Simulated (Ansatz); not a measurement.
Values for one crystal, relaxed and computed with plane-wave PAW r²SCAN (Ansatz code); other levels are named.

* **Volume per atom**: 19.14 Å³
* **Band gap**: 0.73 eV (indirect)
* **Static dielectric constant ε0 (ions relaxed, cell fixed)**: 22.4 (xx = yy), 23.7 (zz)
* **Elastic constants (relaxed ions, GPa)**: C11 = 143, C12 = 50.0, C13 = 51.5, C33 = 141, C44 = 45.6, C66 = 45.0
* **Bulk modulus (Birch–Murnaghan fit)**: 814 kbar
* **Valence-band maximum**: at R
* **Electronic dielectric constant ε∞ (DFPT)**: 6.31 (xx = yy), 6.34 (zz)

### Question
Which compound is it?
(A) MgCdS2, P4/mmm (Mg on 1d, Cd on 1a, S on 1b, S on 1c)
(B) MnI2, CdI2 type
(C) CdF2, fluorite
(D) PbS, rock salt

### Answer
A, MgCdS2, P4/mmm (Mg on 1d, Cd on 1a, S on 1b, S on 1c)

The workflow started from a Materials Project entry (that database holds measured and hypothetical structures alike); the Crystallography Open Database copy checked does not list it. With Mg and Cd taken as one species the cell has the higher symmetry Fm-3m, so it may be an ordered model of a mixed-site phase. Whether it is the stable phase at ambient conditions was not checked. The cell was relaxed with r²SCAN under the symmetry of its start; of distortions, only those at the zone centre were tested. Scalar-relativistic: spin–orbit coupling is off unless named, which matters more the heavier the elements.

Potentials: the later of the program's two PAW sets.
